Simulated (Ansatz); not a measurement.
# Ti, first-principles data

Ti:
```cif
data_Ti3
_chemical_formula_sum 'Ti3'
_space_group_name_H-M_alt 'P 1'
_space_group_IT_number 1
_cell_length_a 4.56071
_cell_length_b 4.56071
_cell_length_c 2.82029
_cell_angle_alpha 90.000
_cell_angle_beta 90.000
_cell_angle_gamma 120.000
loop_
_space_group_symop_operation_xyz
  'x, y, z'
loop_
_atom_site_label
_atom_site_type_symbol
_atom_site_fract_x
_atom_site_fract_y
_atom_site_fract_z
_atom_site_occupancy
Ti1 Ti 0.00000 0.00000 0.00000 1
Ti2 Ti 0.33333 0.66667 0.50000 1
Ti3 Ti 0.66667 0.33333 0.50000 1
```

Space group P6/mmm (No. 191); conventional cell a = 4.561 Å, b = 4.561 Å, c = 2.820 Å, α = 90.00°, β = 90.00°, γ = 120.00°.

Method: r²SCAN+D4 (plane waves, PAW; program Ansatz). Geometry: relaxed at this level of theory. Other levels are named where they apply.

### Cell and energy

```
Quantity              Value
---------------  ----------
Volume per atom    16.93 Å³
Density          4.69 g/cm³
```

### Electronic structure

```
Quantity                                                                    Result
------------------------------------  --------------------------------------------
Electronic character                                             metallic (no gap)
Density of states at the Fermi level  0.65 states/eV per atom (mean over ±0.08 eV)
```

This is a known high-pressure phase of the composition, computed here at zero pressure and temperature. The cell was relaxed with r²SCAN+D4 under the symmetry of its start; its stability against distortions is not shown here. The run is not spin-polarised. The pairwise dispersion correction was not fitted to metals. Axis ratios of metals converge slowly with the k-mesh, so a and c are less sure than the volume.

Potentials: the earlier of the program's two PAW sets.
